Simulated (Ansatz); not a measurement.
# SnO at a changed volume — field gradients at the nuclei

The cell is a refined structure from the COD, relaxed with PBE at fixed cell and then changed (volume scaled by 0.94, ions relaxed).

```xyz
4
Lattice="3.7211 0.0000 0.0000 0.0000 3.7211 0.0000 0.0000 0.0000 4.7420" Properties=species:S:1:pos:R:3 pbc="T T T"
Sn    1.8605    0.0000    1.1946
Sn    0.0000    1.8605    3.5474
O     0.0000    0.0000    0.0000
O     1.8605    1.8605    0.0000
```

Atom numbers follow the list; atoms alike are taken as one site, whose name carries the number of the first.

Method: Kohn–Sham DFT in Ansatz, PBE, plane waves and PAW, scalar-relativistic, 420 eV cutoff, Γ-centred 12×12×10 k-points, Fermi–Dirac smearing 0.05 eV.

V_zz is the principal component of the electric field gradient with the largest magnitude, η = (V_xx − V_yy)/V_zz and C_Q = eQV_zz/h.

17O: I = 5/2, Q = -25.58 mb. Nuclear quadrupole moments: year-2017 set (Pyykkö).

```json
{"site": "Sn", "atoms (order as listed)": "1, 2", "first shell": "4 O at 2.21 Å", "V_xx, V_yy, V_zz (10²¹ V/m²)": "9.20, 9.20, -18.41", "η": "0.00", "C_Q (MHz)": "–"}
{"site": "O", "atoms (order as listed)": "3, 4", "first shell": "4 Sn at 2.21 Å", "V_xx, V_yy, V_zz (10²¹ V/m²)": "-0.94, -0.94, 1.88", "η": "0.00", "C_Q (MHz)": "-1.16"}
```

An axis of threefold or higher order runs through Sn and O, so V_zz lies along it and η is zero.

Sn has no stable isotope with a ground-state quadrupole moment in the table, so no C_Q is given.

The run finds no gap above 0.1 eV (a metal, or nearly one), so the gradients can move by 10 % or more with the k-mesh. Without spin–orbit coupling (the program notes it for Sn) the gradients can shift somewhat, as the gap is small. At this changed cell the PBE pressure is 7 GPa.

The relaxation (5 steps) took 30 s of wall time (30 s of CPU time) and 0.6 GiB at its peak, on 1 thread of Intel Xeon 6975P-C (Granite Rapids) (x86_64; 16 cores open to the job, memory cap 3.0 GiB, no GPU), a shared host with a load of 0.6 a core.
